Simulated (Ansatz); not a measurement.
HfN (rock salt)

```yaml
crystal:
  lattice:
    - [0.00000, 2.26274, 2.26274]
    - [2.26274, 0.00000, 2.26274]
    - [2.26274, 2.26274, 0.00000]
  atoms:
    - { symbol: N, position: [0.00000, 0.00000, 0.00000] }
    - { symbol: Hf, position: [0.50000, 0.50000, 0.50000] }
```

The volume is varied about the relaxed value V₀ at fixed cell shape. Symmetry pins the atoms to their sites.

Method: r2SCAN (plane waves to 500 eV, PAW, scalar-relativistic; Ansatz, a quantum-chemistry and plane-wave program). k mesh 18×18×18 (Γ-centred), Fermi-Dirac smearing 0.05 eV. The energy includes the smearing's −TS. Stress and pressure are positive under compression. HfN is run without spin polarisation. HfN was relaxed with its symmetry unable to fall. Spin-orbit coupling is left out, though Hf is heavy. ΔE is measured from the relaxed starting cell. The last digit holds for this mesh only.

| V (Å³/atom) | ΔE (meV/atom) |
|---|---|
| 10.427 | withheld |
| 10.658 | 75.4 |
| 10.890 | 40.8 |
| 11.122 | 17.5 |
| 11.353 | 4.2 |
| 11.585 | 0.0 |
| 11.817 | 3.9 |
| 12.049 | 15.2 |
| 12.280 | 33.2 |
| 12.512 | 57.0 |
| 12.744 | 86.3 |

### Question
Fit a third-order Birch-Murnaghan form (E₀, V₀, B₀, B₀′ free) to the given rows and predict ΔE at V = 10.427.

### Answer
Least squares on the 10 given rows: ΔE = E₀ + (9V₀B₀/16)·y²·[2 + (B₀′ − 4)y], y = (V₀/V)^(2/3) − 1, with V₀ = 11.585 Å³/atom, B₀ = 281.8 GPa (160.2 GPa = 1 eV/Å³; the term in eV is multiplied by 1000), B₀′ = 4.23, E₀ = -0.01 meV/atom; root-mean-square residual 0.04 meV/atom. At 10.427 the fit gives 122.3 meV/atom; the calculation gives 122.3 meV/atom, the same to the digits shown. For the pressure the fit gives 37.1 GPa against the computed 37.1 GPa.

(Under strain, the slope of the energy per volume gives the stress and its curvature an elastic modulus.)
